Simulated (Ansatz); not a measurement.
Generalised stacking fault of Ti (hcp, Mg type) on the (0001) plane. The cell below holds the perfect crystal with the plane normal along z; tilting its third vector by the shift puts one fault into each cell, between planes 2.33 Å apart, at fixed cell height.

```
CELL_PARAMETERS angstrom
      2.93914     0.00000     0.00000
      1.46957     2.54537     0.00000
      0.00000     0.00000    13.95029
ATOMIC_POSITIONS crystal
  Ti 0.33333 0.33333 0.08333
  Ti 0.33333 0.33333 0.41667
  Ti 0.33333 0.33333 0.75000
  Ti 0.66667 0.66667 0.91667
  Ti 0.66667 0.66667 0.25000
  Ti 0.66667 0.66667 0.58333
```

In-plane vectors a = (2.939, 0.000) Å, b = (1.470, 2.545) Å, area 7.48 Å². The shift is s times the vector a + b (length 5.091 Å), so s = 1 restores the start. Atoms relax along the normal only. γ = [E(shift) − E(0)] / area.

Computed with PBE (plane waves to 420 eV, PAW, scalar-relativistic; Ansatz, an electronic-structure program). k mesh 15×15×3 (Γ-centred), Fermi-Dirac smearing 0.05 eV. Energies are extrapolated to zero smearing. Some relaxations began with atoms very close together and may have settled on another branch. With partly filled bands, the k mesh leaves noise in γ, roughly 0.02 J/m² as judged from a few cases. Faults lie only 14.0 Å apart, and holding the cell height raises γ above its relaxed value. Ti is run without spin polarisation. Ti was relaxed with its symmetry unable to fall. The zero of γ is zero shift. The last digit holds for this mesh only.

```
s      γ (J/m²)
-----  --------
0.000      0.00
0.083      0.15
0.167  withheld
0.250      0.57
0.333      0.64
0.417      0.58
0.500      0.50
0.583  withheld
0.667      0.31
0.750  withheld
0.833      0.35
0.917      0.13
```

### Question
Fit a Fourier form (three harmonics of 1 − cos and sin) to the given rows and predict γ at s = 0.750.

### Answer
Least squares on the 9 given rows: γ = (0.192)·[1 − cos(2πs)] + (0.109)·sin(2πs) + (0.119)·[1 − cos(4πs)] + (-0.069)·sin(4πs) + (0.053)·[1 − cos(6πs)] + (0.012)·sin(6πs), in J/m²; root-mean-square residual 0.010 J/m². At 0.750 the fit gives 0.39 J/m²; the calculation gives 0.41 J/m², so the interpolation is off by -0.02 (-4.9 %). 

(The slope of γ gives the shear force per area between the displaced halves; near zero shift its curvature is an elastic stiffness.)
